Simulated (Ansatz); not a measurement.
Here is the system:

NbSi in space group P-6m2 (No. 187; Nb on 1a, Si on 1f), a = b = 3.0393 Å, c = 4.0526 Å, α = β = 90.00°, γ = 120.00°.

This is the PBE-relaxed structure.

### Question
All from PBE (plane waves, PAW; program Ansatz), unless another level is named. Give the electronic character.

### Answer
metallic (no gap).

### Question
Next, the formation energy from the elements (no fitted shifts)?

### Answer
-334 meV/atom.

### Question
Next, the density of states at the Fermi level?

### Answer
0.44 states/eV per atom (mean over ±0.08 eV).

The cell is a constructed one: a structure type filled with these elements; neither database checked (COD, Materials Project) lists it. Whether it is the stable phase at ambient conditions was not checked. Symmetry was held in the PBE relaxation; its stability against distortions is not shown here. The run is not spin-polarised. The references are the lowest solids computed at this level, not always the standard phases. Spin–orbit coupling is left out wherever it is not named.

Potentials: the later of the program's two PAW sets.
